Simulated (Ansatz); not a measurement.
Pd (diamond type), DFT, LDA, all-electron LAPW, scalar-relativistic (Ansatz 0.2.0), on 1 thread of Arm Neoverse V1 (shared host).

Command: `ansatz run input.yaml --threads 1 --pin off --max-ram 2048MiB --backend cpu --events-out ev --progress --plain --runs-dir out`

```yaml
crystal:
  lattice:
    - [0.0, 2.2587917814, 2.2587917814]
    - [2.2587917814, 0.0, 2.2587917814]
    - [2.2587917814, 2.2587917814, 0.0]
  atoms:
    - { symbol: Pd, position: [-0.125, -0.125, -0.125] }
    - { symbol: Pd, position: [0.125, 0.125, 0.125] }
kpoints:
  mp_grid: { grid: [13, 13, 13] }
scf:
  occupations: { method: fermi_dirac, width: 0.1 }
hamiltonian:
  xc: lda
  pseudopotentials: { kind: all_electron, lapw: { basis_error: 0.001 } }
output:
  forces: true
  stress: true
  eigenvalues: true
  populations: true
```

(1) How large is the problem that the program sets up?

(2) About how long does it take, and how much memory?

Results:

(1) 84 irreducible k-points, 645 plane waves at Γ, 44 bands.

(2) 60 s of wall time for 7 SCF iterations, with a peak of 0.55 GiB. Times on shared machines scatter by tens of per cent.
